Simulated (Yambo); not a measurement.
# NaCaIrH6: lowest vertical excitons

```
CELL_PARAMETERS angstrom
      0.00000     3.61304     3.61304
      3.61304     0.00000     3.61304
      3.61304     3.61304     0.00000
ATOMIC_POSITIONS crystal
  H  0.76738 0.23262 0.23262
  H  0.76738 0.76738 0.23262
  H  0.23262 0.76738 0.76738
  H  0.23262 0.23262 0.76738
  H  0.23262 0.76738 0.23262
  H  0.76738 0.23262 0.76738
  Na 0.75000 0.75000 0.75000
  Ca 0.25000 0.25000 0.25000
  Ir 0.00000 0.00000 0.00000
```

The geometry is that of Materials Project entry mp-1180133, symmetrised and not relaxed again.

BSE in Yambo on PBEsol (Quantum ESPRESSO, PseudoDojo norm-conserving, 88 Ry, no spin-orbit coupling) bands: 8×8×8 mesh, 6 valence and 3 conduction bands, static screening with 55 bands and a 3 Ry block, scissor 1.60 eV, Tamm-Dancoff; field along x.

| state | energy (eV) | states within 2 meV | relative strength | class | main transitions |
|---|---|---|---|---|---|
| 1 | 4.13 | 3 | < 0.01 | dark | several band pairs |
| 2 | 4.41 | 3 | 1.00 | weak | several band pairs |
| 3 | 4.63 | 3 | < 0.01 | dark | several band pairs |
| 4 | 4.64 | 3 | 0.11 | weak | several band pairs |
| 5 | 4.77 | 3 | 0.05 | weak | several band pairs |
| 6 | 4.78 | 3 | < 0.01 | dark | VB → CB (72 %) |

These are vertical excitations (zero momentum). The direct quasiparticle gap on this mesh is 4.85 eV; counted from there, state 1 is bound by 0.72 eV. On a 4×4×4 mesh the same difference is 0.84 eV, so it isn't converged.

Spin singlets only. Strengths are relative to the strongest of the lowest states of this run; strong means a line over 3 % of the spectrum's maximum, dark under 0.03 %. Absolute energies carry the error of the G0W0 scissor, whose convergence isn't established.

Without spin-orbit coupling, band edges of such heavy elements can be off by tenths of an eV.

The structure is a Materials Project entry; no match was found in the copy of COD used, and its stability was not checked.
